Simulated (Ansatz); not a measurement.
Input and command of a plane-wave DFT calculation in Ansatz:

```yaml
crystal:
  lattice:
    - [7.6671877233, 0.0, 0.0]
    - [0.0, 5.4215204318, 0.0]
    - [0.0, 0.0, 25.1072907925]
  atoms:
    - { symbol: Si, position: [0.25, 0.0, 0.3186325464] }
    - { symbol: Si, position: [0.75, 0.0, 0.3186325464] }
    - { symbol: Si, position: [0.5, 0.25, 0.3186325464] }
    - { symbol: Si, position: [0.0, 0.25, 0.3186325464] }
    - { symbol: Si, position: [0.5, 0.5, 0.3949767823] }
    - { symbol: Si, position: [0.0, 0.5, 0.3949767823] }
    - { symbol: Si, position: [0.75, 0.75, 0.3949767823] }
    - { symbol: Si, position: [0.25, 0.75, 0.3949767823] }
    - { symbol: Si, position: [0.7483804932, 0.001082443, 0.4717833171] }
    - { symbol: Si, position: [0.2486124426, -0.0122831442, 0.4755408975] }
    - { symbol: Si, position: [8.5678e-06, 0.2443545936, 0.4719601071] }
    - { symbol: Si, position: [0.4962753407, 0.2412390012, 0.4687599463] }
    - { symbol: Si, position: [-0.0005556989, 0.5711595587, 0.5317783496] }
    - { symbol: Si, position: [0.5048185786, 0.527714443, 0.5378787582] }
    - { symbol: Si, position: [0.2545741794, 0.7689890237, 0.55729799] }
    - { symbol: Si, position: [0.744429957, 0.7895418115, 0.5536602411] }
    - { symbol: O, position: [0.5433879109, 0.2993522027, 0.5975574984] }
    - { symbol: H, position: [0.616642363, 0.3810064389, 0.6242468255] }
    - { symbol: H, position: [0.6103506608, 0.1422330135, 0.5868207927] }
basis:
  ecutwfc: 420
kpoints:
  mp_grid: { grid: [2, 3, 1] }
hamiltonian:
  xc: pbe
  dispersion: d3bj
scf:
  occupations: { method: gaussian, width: 0.05 }
output:
  forces: true
  eigenvalues: true
  write_density: true
  volumetric_format: npy
efield:
  axis: 3
  dipole_correction: true
  ramp_width: 0.04
```

```bash
ansatz run input.yaml --threads 2 --pin off --max-ram 5120MiB --backend cpu --events-out ev --progress --plain --runs-dir out
```

Processor: Arm Neoverse V1, 2 threads, on a host shared with other jobs.

Task: How long does it run, and how much memory does it take?

Result: About 14 s on 2 threads of Arm Neoverse V1 (shared host), peak memory 1 GiB. It solves 55 bands at 4 k points (the mesh reduced by the symmetry that the task leaves, which can be less than the crystal's) with about 20337 plane waves, in 10 SCF iterations.
